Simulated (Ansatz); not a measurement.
## P (Imma), two-dimensional strain map

Theory: Ansatz 0.2.0, DFT PBEsol, scalar-relativistic, plane waves, PAW. The runs took a 420 eV cutoff, a Γ-centred 18×18×18 mesh and Gaussian smearing (0.15 eV). No spin polarisation. Energies are free energies at this smearing, counted from the undisturbed cell; pressure is positive in compression.

Reference structure (as given, not relaxed at this level; it stands at -0.8 GPa; this form isn't the usual structure):

```
P
1.0
    -1.69151    2.51517    1.85894
     1.69151   -2.51517    1.85894
     1.69151    2.51517   -1.85894
P
2
Direct
  0.80331 0.05331 0.75000
  0.19669 0.94669 0.25000
```

The cell is strained by p along both x and y and by q along z, fractional coordinates fixed. Points are written (p, q).

p was sampled at -0.030, -0.015, 0.000, 0.015, 0.030 and q at -0.030, -0.015, 0.000, 0.015, 0.030.

Where on the computed points is the energy highest, and how high?

At (0.030, 0.030): 43.6 meV/atom.

Away from (0, 0), which computed point is lowest?

(0.000, -0.015): 0.9 meV/atom.

The map, in meV/atom:

```
 p \ q  -0.030  -0.015  0.000  0.015  0.030
-0.030    35.9    25.9   19.9   17.6   18.8
-0.015    14.2     6.8    3.7    4.3    8.3
 0.000     6.1     0.9    0.0    3.0    9.4
 0.015    10.6     7.3    8.2   13.0   21.4
 0.030    26.4    24.9   27.5   33.9   43.6
```